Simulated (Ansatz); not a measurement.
Input and command of a plane-wave DFT calculation in Ansatz:

```yaml
crystal:
  lattice:
    - [0.3549299317, 3.0169044191, 3.0169044191]
    - [3.0169044191, 0.3549299317, 3.0169044191]
    - [3.0169044191, 3.0169044191, 0.3549299317]
  atoms:
    - { symbol: Ge, position: [0.5, 0.5, 0.5] }
    - { symbol: Ge, position: [0.75, 0.75, 0.75] }
basis:
  ecutwfc: 420
kpoints:
  mp_grid: { grid: [16, 16, 16] }
hamiltonian:
  xc: pbesol
scf:
  occupations: { method: gaussian, width: 0.15 }
output:
  forces: true
  stress: true
  eigenvalues: true
```

```bash
ansatz run input.yaml --threads 1 --pin off --max-ram 2560MiB --backend cpu --events-out ev --progress --plain --runs-dir out
```

Processor: Intel(R) Xeon(R) Processor @ 2.70GHz, 1 thread, on a host shared with other jobs.

Q: How long does it run, and how much memory does it take?

A: About 17 s on 1 thread of Intel(R) Xeon(R) Processor @ 2.70GHz, with other jobs on the host, peak memory 0.56 GiB. It solves 18 bands at 417 k points (the mesh reduced by symmetry) with about 895 plane waves, in 7 SCF iterations.
